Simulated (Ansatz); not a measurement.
# Is this Li2W structure a true minimum?

The cell was found from a structure generator's guess, not taken from experiment.

Theory: DFT PBE, scalar-relativistic, plane waves, PAW in Ansatz. Settings: cutoff 420 eV, Γ-centred mesh 18×18×6 on the computed 3-atom cell, Gaussian smearing of 0.10 eV; no spin polarisation.

The cell below (3 atoms, space group P-6m2 (No. 187)) is relaxed within its symmetry.

```xyz
3
Lattice="2.7250 0.0000 0.0000 -1.3625 2.3599 0.0000 0.0000 0.0000 7.6680" Properties=species:S:1:pos:R:3 pbc="T T T"
Li    1.3625    0.7866    6.2599
Li    1.3625    0.7866    1.4082
W     0.0000    1.5733    3.8340
```

For the test a repeat of it with 6 atoms (edges 2.72, 4.72, 7.67 Å) was strained at random (σ = 1.5 % a component), the atoms were moved at random (σ = 0.10 Å), and all was relaxed again on a coarse 8×6×4 mesh (in the run’s order of axes) with 0.20 eV smearing, with no symmetry imposed.

These runs have no spin–orbit coupling, which can matter for W.

Question: What happens?

Answer: It doesn't return. The energy falls by 23 meV/atom on that mesh, the volume changes by -1.2 %, and the end has space group C2/m (No. 12) at a loose tolerance. Relaxed again on an 18×18×6 mesh with 0.10 eV smearing, the new structure lies 25 meV/atom below the first (mesh in the axes of the run's cell; the cell below is made exact in the group named). Space group C2/m (No. 12), monoclinic, a = 4.365 Å, b = 2.962 Å, c = 7.811 Å, β = 105.8°. Li has 4 Li at 2.64 Å, 2 W at 2.83 Å, 4 Li at 2.96–3.07 Å and 2 W at 3.25 Å; W is surrounded by 4 W at 2.64 Å, 4 Li at 2.83 Å, 2 W at 2.96 Å and 4 Li at 3.25 Å.

Space group C2/m (No. 12). a = 4.365 Å, b = 2.962 Å, c = 7.811 Å, α = 90.00°, β = 105.79°, γ = 90.00°
```tsv
atom	site	symmetry	x	y	z
Li	4i	m	0.8443	0.0000	0.6791
W	2b	2/m	0.0000	0.5000	0.0000
```
